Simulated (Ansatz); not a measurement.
Does relaxation matter for the field gradients of WS2?

Start: a COD entry (the entry's cell lengths or inner coordinates differ somewhat from later room-temperature determinations).

```
CELL_PARAMETERS angstrom
3.18000 0.00000 0.00000
-1.59000 2.75396 0.00000
0.00000 0.00000 12.50000
ATOMIC_POSITIONS crystal
W 0.33333 0.66667 0.25000
W 0.66667 0.33333 0.75000
S 0.33333 0.66667 0.62500
S 0.66667 0.33333 0.12500
S 0.33333 0.66667 0.87500
S 0.66667 0.33333 0.37500
```

Atoms are numbered from 1 in the order listed; like atoms form one site, named after its first atom.

All values are calculated (Ansatz; DFT, PBE, plane waves and PAW, scalar-relativistic, collinear spin, 420 eV cutoff, Γ-centred 11×11×3 k-points, Fermi–Dirac smearing 0.02 eV), not measured. Start moments as typed (μB): 2 on each W, none on the rest.

The largest force at the start is 0.13 eV/Å. Relaxing the ions at fixed cell moves them by 0.006 Å at most (atom 5, S) and 0.005 Å rms. End positions:

```
CELL_PARAMETERS angstrom
3.18000 0.00000 0.00000
-1.59000 2.75396 0.00000
0.00000 0.00000 12.50000
ATOMIC_POSITIONS crystal
W 0.33333 0.66667 0.25000
W 0.66667 0.33333 0.75000
S 0.33333 0.66667 0.62449
S 0.66667 0.33333 0.12449
S 0.33333 0.66667 0.87551
S 0.66667 0.33333 0.37551
```

```json
{"site": "W", "atom": "1", "moved (Å)": "0.000", "first shell before": "6 S at 2.41 Å", "first shell after": "6 S at 2.41 Å", "V_zz before (10²¹ V/m²)": "-17.91", "η before": "0.00"}
{"site": "S", "atom": "3", "moved (Å)": "0.006", "first shell before": "3 W at 2.41 Å", "first shell after": "3 W at 2.41 Å", "V_zz before (10²¹ V/m²)": "-4.71", "η before": "0.00"}
```

Problem. How do the gradients change?

Solution. 

```
site  atom  V_zz after  η after  change of V_zz
   W     1      -17.56     0.00           +0.35
   S     3       -4.57     0.00           +0.14
```

The largest change of V_zz is on W, from -17.91 to -17.56. In per cent, |V_zz| changes by -2 on W, -3 on S (all sites that start above 0.5).

Without spin–orbit coupling the gradients at and beside W can be off by some per cent, at some sites by more. The start moments die out, and the run ends without spin.
